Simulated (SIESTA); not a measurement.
**HPbNO4: changing spin-orbit coupling**

```yaml
crystal:
  lattice:
    - [4.27531, -0.00040, 0.00636]
    - [-2.08399, 5.20775, -0.04907]
    - [-2.12377, -1.86574, 4.91491]
  atoms:
    - { symbol: H, position: [0.99073, 0.03330, 0.90994] }
    - { symbol: Pb, position: [0.50274, 0.81989, 0.14287] }
    - { symbol: N, position: [0.00838, 0.47408, 0.50265] }
    - { symbol: O, position: [0.99816, 0.92741, 0.02877] }
    - { symbol: O, position: [0.19467, 0.73435, 0.60852] }
    - { symbol: O, position: [0.81673, 0.35882, 0.24556] }
    - { symbol: O, position: [0.01381, 0.33121, 0.65217] }
```

The cell comes from a database or a generator and needn't be the stable form of this composition.

Kept alike: task band structure; functional PBE; k mesh 8 × 6 × 6; occupations fermi-dirac, width 0.05 eV. Program: SIESTA, potentials by row: files PseudoDojo sr-pbe-0.4.1-standard, DZP (energy shift 0.003 Ry; two zetas on semicore shells) (off); files PseudoDojo fr-pbe-0.4-standard, DZP (energy shift 0.003 Ry; two zetas on semicore shells) (on). The mesh is that of the run's cell of 7 atoms.

| spin-orbit coupling | band gap (eV) |
| --- | --- |
| off | 2.798 |
| on | 2.724 |

Gaps are the smaller of the mesh's and the band path's.

Q: What does spin-orbit coupling change here?

A: The band gap runs from 2.724 (on) to 2.798 eV (off). Spin-orbit coupling splits p and d bands at the edges, and the more so the heavier the atoms.
